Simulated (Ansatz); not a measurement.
A relaxed structure of Zr is spoiled in several ways and relaxed again each time (squeezed and stretched starts keep its symmetry, which their runs cannot lower; pressure is positive under compression). All values below come from r2SCAN (plane waves to 500 eV, PAW, scalar-relativistic; Ansatz, a quantum-chemistry and plane-wave program).

```cif
data_Zr2
_chemical_formula_sum 'Zr2'
_space_group_name_H-M_alt 'P63/mmc'
_space_group_IT_number 194
_space_group_name_Hall '-P 6c 2c'
_cell_length_a 3.24591
_cell_length_b 3.24591
_cell_length_c 5.15116
_cell_angle_alpha 90.000
_cell_angle_beta 90.000
_cell_angle_gamma 120.000
loop_
_atom_site_label
_atom_site_type_symbol
_atom_site_symmetry_multiplicity
_atom_site_Wyckoff_symbol
_atom_site_fract_x
_atom_site_fract_y
_atom_site_fract_z
_atom_site_occupancy
Zr1 Zr 2 d 0.66667 0.33333 0.25000 1
```

One start gave a first pressure of +33.7 GPa, a largest first force of 0.47 eV/Å and released 0.55 eV/atom. Which change was it?
A) stretched uniformly to 130 % of its volume
B) deformed by the Cartesian strain tensor (xx, yy, zz, yz, xz, xy) = (0.019, -0.112, -0.137, 0.028, 0.028, 0.016)

B, deformed by the Cartesian strain tensor (xx, yy, zz, yz, xz, xy) = (0.019, -0.112, -0.137, 0.028, 0.028, 0.016). All starts:

```tsv
change	first pressure (GPa)	largest first force (eV/Å)	released (eV/atom)	moves	outcome	final group	E − E(parent) (eV/atom)
deformed by the Cartesian strain tensor (xx, yy, zz, yz, xz, xy) = (0.019, -0.112, -0.137, 0.028, 0.028, 0.016)	33.7	0.47	0.55	12	returns to the parent	P6₃/mmc	0.00
stretched uniformly to 130 % of its volume	-16.0	0.00	0.43	10	returns to the parent	P6₃/mmc	0.00
```

First-step values come from each run's starting, coarser k-mesh (12×13×7, 11×11×6). The runs use different k-meshes, so differences are rounded accordingly. No spin polarisation in the result.
